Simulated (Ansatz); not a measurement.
# How settings move the G0W0 gap of SrCl2 (Fm-3m)

SrCl2 (Fm-3m) from a database of computed structures, relaxed with r2SCAN; one-shot G0W0 in Ansatz without spin-orbit coupling. (Simulation; spin polarisation is off.)

```
Sr Cl
1.0
     0.00000    3.49766    3.49766
     3.49766    0.00000    3.49766
     3.49766    3.49766    0.00000
Sr Cl
1 2
Cartesian
  0.0000 0.0000 0.0000
  5.2465 5.2465 5.2465
  1.7488 1.7488 1.7488
```

Gaps are read over the mesh points alone. G0W0 here is at a finite number of bands, screening cutoff and k mesh, not at the basis limit.

| start | potentials | frequency model | mesh | empty bands | screening cutoff (eV) | Kohn-Sham gap (eV) | G0W0 gap (eV) |
| --- | --- | --- | --- | --- | --- | --- | --- |
| PBE | PAW | contour deformation | 4×4×4 | 255 | 120 | 5.31 | 7.41 |
| PBE | PAW | contour deformation | 4×4×4 | 634 | 220 | 5.31 | 7.55 |
| PBE | PAW | contour deformation | 4×4×4 | 1164 | 300 | 5.31 | 7.60 |
| HSE06 | PAW | contour deformation | 4×4×4 | 634 | 220 | 6.59 | 8.15 |
| r2SCAN | PAW | contour deformation | 4×4×4 | 634 | 220 | 5.94 | 7.88 |
| PBE0 | PAW | contour deformation | 4×4×4 | 634 | 220 | 7.32 | 8.36 |
| PBE | PAW | Godby-Needs pole | 4×4×4 | 634 | 220 | 5.31 | 7.51 |
| PBE | PAW | contour deformation | 6×6×6 | 139 | 80 | 5.31 | 7.27 |
| PBE | norm-conserving | contour deformation | 4×4×4 | 634 | 220 | 5.31 | 7.58 |

Over the mesh points the PBE gap of 5.31 eV becomes a quasiparticle gap of 7.60 eV (X to Γ), a change of +2.29 eV. Renormalisation factors Z lie between 0.79 and 0.85.

Raising bands and cutoff together moves the gap by +0.14 eV (120 to 220 eV), then +0.05 eV (220 to 300 eV); the last step is still large, so the basis limit isn't reached. Starting from HSE06 (6.59 eV against PBE's 5.31 eV) gives 8.15 eV, +0.60 eV from G0W0@PBE at the same screening cutoff. Starting from r2SCAN (5.94 eV against PBE's 5.31 eV) gives 7.88 eV, +0.33 eV from G0W0@PBE at the same screening cutoff. Starting from PBE0 (7.32 eV against PBE's 5.31 eV) gives 8.36 eV, +0.81 eV from G0W0@PBE at the same screening cutoff. The Godby-Needs plasmon pole differs from contour deformation by -0.04 eV. Norm-conserving potentials (wave cutoff 925 eV against 420 eV) shift the quasiparticle gap by +0.03 eV and the PBE gap by 0.00 eV. r2SCAN runs take a wave cutoff of 500 eV.
